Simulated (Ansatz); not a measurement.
The start is a generated trial cell of Si2W in the AFLOW prototype AB2_cP12_205_a_c (C2, as in FeS2). A full variable-cell relaxation at zero pressure is run with PBE (plane waves to 420 eV, PAW, scalar-relativistic; Ansatz, an electronic-structure program). The first steps use a coarse 4×4×4 k-mesh.

Input geometry:
```yaml
crystal:
  lattice:
    - [5.54712, 0.00000, 0.00000]
    - [0.00000, 5.54712, 0.00000]
    - [0.00000, 0.00000, 5.54712]
  atoms:
    - { symbol: W, position: [0.00000, 0.00000, 0.00000] }
    - { symbol: W, position: [0.50000, 0.50000, 0.00000] }
    - { symbol: W, position: [0.00000, 0.50000, 0.50000] }
    - { symbol: W, position: [0.50000, 0.00000, 0.50000] }
    - { symbol: Si, position: [0.38510, 0.38510, 0.38510] }
    - { symbol: Si, position: [0.88510, 0.11490, 0.61490] }
    - { symbol: Si, position: [0.61490, 0.88510, 0.11490] }
    - { symbol: Si, position: [0.11490, 0.61490, 0.88510] }
    - { symbol: Si, position: [0.61490, 0.61490, 0.61490] }
    - { symbol: Si, position: [0.11490, 0.88510, 0.38510] }
    - { symbol: Si, position: [0.38510, 0.11490, 0.88510] }
    - { symbol: Si, position: [0.88510, 0.38510, 0.11490] }
```

Initial pressure: +52 GPa (positive: the cell is compressed)
Outcome: The space group stays Pa-3 (No. 205) (the run could not lower it); the end is AFLOW prototype AB2_cP12_205_a_c (C2, as in FeS2), with 12 atoms in the primitive cell
Energy released: 0.57 eV/atom
Volume change: +29.7 %, from 14.22 to 18.46 Å³/atom
Band gap at the end: zero, with touching bands (no spin-orbit coupling)
Optimiser moves: 12

Final values are on a 6×6×6 k-mesh of the relaxed cell. No spin polarisation in the result. A magnetic state may lie lower. Without spin-orbit coupling the bands of the heavy element are not split, so the gap can be far off.

The run could not lose the symmetry of its start: the end is stationary, and may be a saddle point rather than a minimum.

The relaxed structure here is a generated cell of Si2W: the first start was made by placing the elements on the sites of a structure type, and the end was not matched to a known phase here, so it may be hypothetical. Known forms of Si2W include space group No. 139.
